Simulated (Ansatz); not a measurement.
# GaCuCCl4O, one structure, two calculations

Cell: a measured structure from the Crystallography Open Database (COD) whose atoms were relaxed with PBE, the cell held.

```xyz
16
Lattice="6.8769 0.0000 0.0000 0.5222 6.9960 0.0000 3.0742 1.1449 8.1219" Properties=species:S:1:pos:R:3 pbc="T T T"
Ga    4.1726    6.1745    6.2074
Ga    6.3007    1.9665    1.9145
Cu    1.2161    5.3992    1.7990
Cu    9.2572    2.7417    6.3229
C     3.0089    5.6733    1.7420
C     7.4644    2.4677    6.3799
Cl    9.7719    6.4284    8.0342
Cl    0.7014    1.7126    0.0877
Cl    7.0774    7.1272    3.1420
Cl    3.3959    1.0138    4.9799
Cl    7.2245    3.6136    3.1077
Cl    3.2488    4.5273    5.0143
Cl    6.2383    5.7789    6.6678
Cl    4.2351    2.3621    1.4541
O     4.1184    5.9325    1.7716
O     6.3549    2.2085    6.3504
```

Sites (sets of like atoms) are named by element and the number of their first atom in this list.

First run. The numbers come from a DFT calculation in Ansatz (PBE, plane waves and PAW, scalar-relativistic, 420 eV cutoff, Γ-centred 3×3×3 k-points, Fermi–Dirac smearing 0.02 eV).

```json
{"site": "Ga", "atom": "1", "V_zz (10²¹ V/m²)": "-4.31", "η": "0.27"}
{"site": "Cu", "atom": "3", "V_zz (10²¹ V/m²)": "-3.27", "η": "0.16"}
{"site": "C", "atom": "5", "V_zz (10²¹ V/m²)": "-7.03", "η": "0.00"}
{"site": "Cl7", "atom": "7", "V_zz (10²¹ V/m²)": "15.58", "η": "0.70"}
{"site": "Cl9", "atom": "9", "V_zz (10²¹ V/m²)": "16.93", "η": "0.68"}
{"site": "Cl11", "atom": "11", "V_zz (10²¹ V/m²)": "16.81", "η": "0.66"}
{"site": "Cl13", "atom": "13", "V_zz (10²¹ V/m²)": "21.4", "η": "0.05"}
{"site": "O", "atom": "15", "V_zz (10²¹ V/m²)": "-4.11", "η": "0.07"}
```

Second run. The same atoms and settings, except that the cutoff is 350 eV.

(1) Given the first result, estimate the second.

## Answers

(1) 

```tsv
site	atom	V_zz	η	change of V_zz
Ga	1	-4.31	0.27	0.00
Cu	3	-3.30	0.16	-0.03
C	5	-6.82	0.00	+0.21
Cl7	7	15.57	0.70	-0.01
Cl9	9	16.92	0.68	-0.01
Cl11	11	16.81	0.66	0.00
Cl13	13	21.4	0.05	0.00
O	15	-4.02	0.07	+0.09
```

The largest change of V_zz is on C, from -7.03 to -6.82. In per cent, |V_zz| changes by 0 on Ga, +1 on Cu, -3 on C, 0 on Cl, -2 on O (all sites that start above 0.5).

The database entry as given showed forces above 3 eV/Å or a pressure above 30 GPa, though relaxing it moves no atom far.
